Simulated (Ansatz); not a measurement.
ZrRh₃: computed property card

ZrRh3:
```cif
data_Rh3Zr
_chemical_formula_sum 'Zr1 Rh3'
_space_group_name_H-M_alt 'P 1'
_space_group_IT_number 1
_cell_length_a 3.87614
_cell_length_b 3.87614
_cell_length_c 3.87614
_cell_angle_alpha 90.000
_cell_angle_beta 90.000
_cell_angle_gamma 90.000
loop_
_space_group_symop_operation_xyz
  'x, y, z'
loop_
_atom_site_label
_atom_site_type_symbol
_atom_site_fract_x
_atom_site_fract_y
_atom_site_fract_z
_atom_site_occupancy
Zr1 Zr 0.00000 0.00000 0.00000 1
Rh1 Rh 0.50000 0.50000 0.00000 1
Rh2 Rh 0.00000 0.50000 0.50000 1
Rh3 Rh 0.50000 0.00000 0.50000 1
```

Space group Pm-3m (No. 221), Cu3Au type; conventional cell a = b = c = 3.8761 Å, α = β = γ = 90.00°.

Method: LDA in the plane-wave PAW code Ansatz. Structure relaxed to zero pressure with the same functional. Other levels are named where they apply.

Cell and energy:

| Item | Result |
|---|---|
| Volume per atom | 14.56 Å³ |
| Density | 11.40 g/cm³ |
| Formation energy from the elements (no fitted shifts) | -0.71 eV/atom |

Electronic structure:

| Quantity | Value |
|---|---|
| Electronic character | metallic (no gap) |
| Density of states at the Fermi level | 0.87 states/eV per atom (mean over ±0.08 eV) |

Mechanics:

| Item | Value |
|---|---|
| Bulk modulus (Birch–Murnaghan fit) | 254 GPa |
| Pressure derivative B′ | 4.7 |
| Elastic constants (relaxed ions, GPa) | C11 = 374, C12 = 195, C44 = 168 |
| Mechanical stability | stable (all eigenvalues of C positive) |
| Hill bulk and shear moduli | 255 and 130 GPa |
| Young's modulus | 334 GPa |
| Poisson's ratio | 0.28 |
| Debye temperature from the elastic constants | 459 K |

Phonons:

| Quantity | Value |
|---|---|
| Highest zone-centre frequency | 6.67 THz |
| Zone-centre stability | no imaginary mode at Γ |

The first step of the workflow began from a Materials Project structure, measured or hypothetical; the Crystallography Open Database files this formula in space group No. 221, but the cells were not matched. Whether it is the stable phase at ambient conditions was not checked. The LDA relaxation kept the symmetry of its start. No spin polarisation was allowed. As this level gives no gap, shear constants depend on the k-mesh and smearing (Fermi–Dirac, 0.1 eV here). As this level gives no gap, phonon frequencies hold no LO–TO term and depend on the k-mesh and smearing (Fermi–Dirac, 0.1 eV here). The references are the lowest solids computed at this level, not always the standard phases. Scalar-relativistic: spin–orbit coupling is off unless named, which matters more the heavier the elements.

Potentials: the later of the program's two PAW sets.
